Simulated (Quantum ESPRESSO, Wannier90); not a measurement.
## ZrS₂ (CdI2 type): Wannier90 run

```
ZrS2
1.0
    3.69138     0.00000     0.00000
   -1.84569     3.19683     0.00000
    0.00000     0.00000     6.04108
Zr S
1 2
Direct
  0.00000   0.00000   0.00000
  0.66667   0.33333   0.76209
  0.33333   0.66667   0.23791
```

Structure: Materials Project mp-1186, symmetrised, not relaxed again. Not found in the COD (Crystallography Open Database) copy used; not checked further. Method: PBEsol plane waves in Quantum ESPRESSO 7.5 (PseudoDojo norm-conserving files, 53 Ry, no spin polarisation, no spin-orbit coupling), Bloch states on a 12×12×6 mesh through Γ, Wannier90 4.0.1. Density: 12×12×6 mesh, cold smearing 0.01 Ry. The cell is built of weakly bound layers, chains or molecules, whose nearest atoms lie 3.82 Å apart. Database cells relaxed without dispersion often hold them too far apart, which can enlarge gaps and weakens couplings between them; spacing and stacking were not compared with the measured crystal.

Base run: 11 functions from bands 7-27 of the 27 computed, start hydrogen-like Zr: d; S: p, frozen window up to 2.45 eV relative to the valence-band maximum, outer window open. Rows change the key named; with other orbitals the number of functions and the frozen window follow, as listed; window edges are relative to the valence-band maximum. The misfit compares interpolated bands with pw.x on a high-symmetry path, for states up to 2.0 eV relative to the valence-band maximum. Converged means that the tolerances were met: symmetric starts can stop on a saddle, which shows as a larger Ω_OD at equal Ω_I and can move the misfit too.

Rows with other orbitals or bands describe another subspace, so their Ω_I can't be set against the base's. Runs that didn't settle are not listed.

| setting | orbitals | bands | functions | frozen to (eV) | Ω_I (Å²) | Ω_D (Å²) | Ω_OD (Å²) | rms misfit (meV) | worst (meV) | ended |
|---|---|---|---|---|---|---|---|---|---|---|
| base | Zr d, S p | 7-27 | 11 | 2.45 | 18.28 | 0.00 | 0.64 | 0.4 | 4.6 | converged |
| num_iter = 0 (projection only) | Zr d, S p | 7-27 | 11 | 2.45 | 18.28 | 0.01 | 0.74 | 0.4 | 3.6 | no minimisation |
| other orbitals: Zr: s;d; S: p | Zr sd, S p | 7-27 | 12 | 2.45 | 22.21 | 0.01 | 0.75 | 0.4 | 3.8 | converged |
| start: atomic waves of the pseudopotential files | Zr 4d, Zr 5s, S 3p | 7-27 | 12 | 2.45 | 22.21 | 0.01 | 0.75 | 0.4 | 3.7 | converged |
| atomic waves with projectability windows 0.01 and 0.95 | Zr 4d, Zr 5s, S 3p | 7-27 | 12 | 2.45 | 23.05 | 0.01 | 0.82 | 0.3 | 1.5 | converged |
